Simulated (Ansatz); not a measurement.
Question: Name crystals whose computed values (plane-wave PAW r²SCAN (Ansatz code)) fall in these windows: electron conductivity mass (mₑ) 0.41 to 0.57; gap (eV) 1.9 to 2.7; B₀ by P(V) fit (GPa) 34 to 44.

Answer: 

```csv
crystal,electron conductivity mass (mₑ),gap (eV),B₀ by P(V) fit (GPa)
"RbLuSe2, R-3m (Se on 6c, Lu on 3b, Rb on 3a)",0.48,2.35,41.1
```
Others may fit too.

Standing as an ambient phase not checked: RbLuSe2, R-3m (Se on 6c, Lu on 3b, Rb on 3a). The cell was relaxed under the symmetry of its start. Spin–orbit coupling is left out wherever it is not named.

Potentials: the later of the program's two PAW sets.
